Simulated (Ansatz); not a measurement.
Ta$_{4}$GaSe$_{8}$ in space group F-43m (No. 216; Ta on 16e, Ga on 4b, Se on 16e, Se on 16e), PBEsol in the plane-wave PAW code Ansatz, all energies at zero smearing, with the estimated change up to a 700 eV cutoff added, with one set of potentials and settings (totals compare only within such a set). Cell of 13 atoms (4 Ta, 1 Ga, 8 Se): -86376.666 eV.

| element | reference phase | E (eV/atom) |
|---|---|---|
| Ta | Im-3m, 1 atoms in the cell | -9807.4091 |
| Ga | Cmce, 4 atoms in the cell | -3743.2073 |
| Se | P3_121, 3 atoms in the cell | -5424.2168 |

Formation energy per atom, worked out: (-86376.666 − 4×(-9807.4091) − 1×(-3743.2073) − 8×(-5424.2168))/13 = -0.776 eV/atom (-75 kJ per mol of atoms), at 0 K, without zero-point energy or fitted corrections.

The workflow started from a Materials Project entry (that database holds measured and hypothetical structures alike); the Crystallography Open Database files this formula in space group No. 216, but the cells were not matched. Whether it is the stable phase at ambient conditions was not checked. Symmetry was held in the PBEsol relaxation; its stability against distortions is not shown here. No spin polarisation was allowed. The references are the lowest solids computed at this level, not always the standard phases. Spin–orbit coupling is left out wherever it is not named.

Potentials: the earlier of the program's two PAW sets. The files were generated under PBE; for other functionals the program regenerates the frozen cores, and for LDA and PBEsol the local potential too.
